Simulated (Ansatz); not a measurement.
**Pb: stationary points along a deformation path**

Method: DFT LDA, scalar-relativistic, plane waves, PAW (Ansatz). Settings: plane waves to 420 eV, k-mesh 18×18×18 (Γ-centred), Gaussian smearing 0.15 eV. Spin–orbit coupling is left out, which can shift energies with elements as heavy as these. No spin polarisation. Energies are free energies at this smearing, counted from the undisturbed cell; pressure is positive in compression.

The undisturbed cell (as given, not relaxed at this level; it stands at -1.7 GPa):

```
CELL_PARAMETERS angstrom
0.00000 2.46980 2.46980
2.46980 0.00000 2.46980
2.46980 2.46980 0.00000
ATOMIC_POSITIONS crystal
Pb 0.00000 0.00000 0.00000
```

At fixed volume and fractional coordinates, lengths along (0.000, 0.000, 1.000) are scaled against those across it; ρ is that ratio over its starting value. V = 30.131 Å³/atom. Δσ is the stress along the axis less the mean stress across it (compression positive).

```
    ρ  ΔE (meV/atom)  Δσ (GPa) space group
0.650           28.3     -1.25       I4/mmm
0.707           36.7      0.00        Im-3m
0.780           26.7      1.33       I4/mmm
0.850           11.2      1.30       I4/mmm
0.920            2.4      0.59       I4/mmm
0.960            0.2      0.21       I4/mmm
1.000            0.0      0.00        Fm-3m
1.050           -0.1     -0.16       I4/mmm
1.100            4.1     -1.34       I4/mmm
1.200           29.8     -3.37       I4/mmm
1.300           73.7     -5.41       I4/mmm
1.414          144.9     -8.34       I4/mmm
1.500          214.3    -10.63       I4/mmm
```

Problem. How does the stress give the slope of the energy, and where is the energy stationary?

Solution. Along the path d ln(length) is 2/3 d ln ρ on the axis and −1/3 d ln ρ across it, so dE/d ln ρ = −(2/3) V Δσ: the energy falls with ρ where Δσ is positive. Δσ vanishes or changes sign at ρ = 0.707 (Im-3m), a maximum at 36.7 meV/atom; at ρ = 1.000 (Fm-3m), a stationary point at 0.0 meV/atom. Pairs of stationary points between two samples would go unseen, and could change a minimum read from distant neighbours into a maximum. At ρ = 0.707, 1.000 the cell is cubic, where symmetry alone makes the stress isotropic and the slope zero.

Problem. Which shear constant sets the curvature at ρ = 1?

Solution. For a cubic crystal E/V = (2/3) C (ln ρ)² with C = C′ = (C11 − C12)/2, so Δσ = −2C ln ρ. The parabola of Δσ against ln ρ through ρ = 0.960, 1 and 1.050 gives C ≈ 2.2 GPa with the ions clamped, rough because the steps are large. It is the stress–strain coefficient at this cell's pressure of -1.7 GPa, not the zero-pressure constant.

Problem. Integrate that slope from ρ = 1 to 0.850 by the trapezoid rule.

Solution. With V/N in Å³ and 1 eV/Å³ = 160.2 GPa the slopes at ρ = 1.000, 0.960, 0.920, 0.850 are 0, -27, -74, -163 meV/atom per unit of ln ρ. The steps add 0.5 + 2.1 + 9.4 = 12.1 meV/atom, against 11.2 from the energies; the trapezoid rule misses the curvature of the slope within each step.

In a metal these slopes depend on the k mesh and the smearing.